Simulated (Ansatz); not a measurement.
Starting cell, MoTe$_{2}$ (2H-MoS2 type, space group P6_3/mmc):

```
MoTe2
1.0
    3.54193     0.00000     0.00000
   -1.77097     3.06740     0.00000
    0.00000     0.00000    14.18201
Mo Te
2 4
Cartesian
  0.00000   2.04493  10.63651
  1.77097   1.02247   3.54550
  0.00000   2.04493   1.75109
  1.77097   1.02247   8.84209
  1.77097   1.02247  12.43092
  0.00000   2.04493   5.33991
```

In this cell atom 5 (Te, nearest neighbour Mo at 2.721 Å; its periodic images, 3.5 Å or more away, move with it) is moved by s along Cartesian [111], unit vector (0.577, 0.577, 0.577); all other atoms and the cell stay fixed.

The numbers are results of r2SCAN+rVV10 (plane waves to 500 eV, PAW, scalar-relativistic; Ansatz, a program for electronic structure), not measurements. k mesh 9×9×2 (Γ-centred), Fermi-Dirac smearing 0.05 eV. E stands for the smeared free energy. Left out: 1 of 11 points, with atoms too close for the PAW data. As the smearing reaches across the gap at some points, energies and forces of such displacements shift with the k mesh and the smearing. MoTe2 is run without spin polarisation. MoTe2 was relaxed with its symmetry unable to fall. Spin-orbit coupling is left out, though Te is heavy. The PAW data are Ansatz's earlier set. The zero of ΔE is the undisplaced structure. The last digit holds for this mesh only.

| s (Å) | ΔE (meV/cell) |
|---|---|
| -0.656 | 2928.2 |
| -0.492 | 1523.4 |
| -0.328 | 611.1 |
| -0.164 | 136.2 |
| 0.000 | 0.0 |
| 0.164 | 105.3 |
| 0.328 | withheld |
| 0.492 | 713.5 |
| 0.656 | 1090.8 |
| 0.820 | 1456.9 |

Task: Fit a polynomial form (powers 2, 3, 4) to the given rows and predict ΔE at s = 0.328.

Result: Least squares on the 9 given rows: ΔE = (4454)·s² + (-3259)·s³ + (558.4)·s⁴, in meV/cell with s in Å; root-mean-square residual 10.87 meV/cell. At 0.328 the fit gives 370.6 meV/cell; the calculation gives 366.7 meV/cell, so the interpolation is off by 3.9 (+1.1 %). The quadratic term alone would give 479.2 meV/cell.

(For displaced atoms, the force is minus the slope of the energy, and its curvature is a force constant, which sets phonon frequencies.)
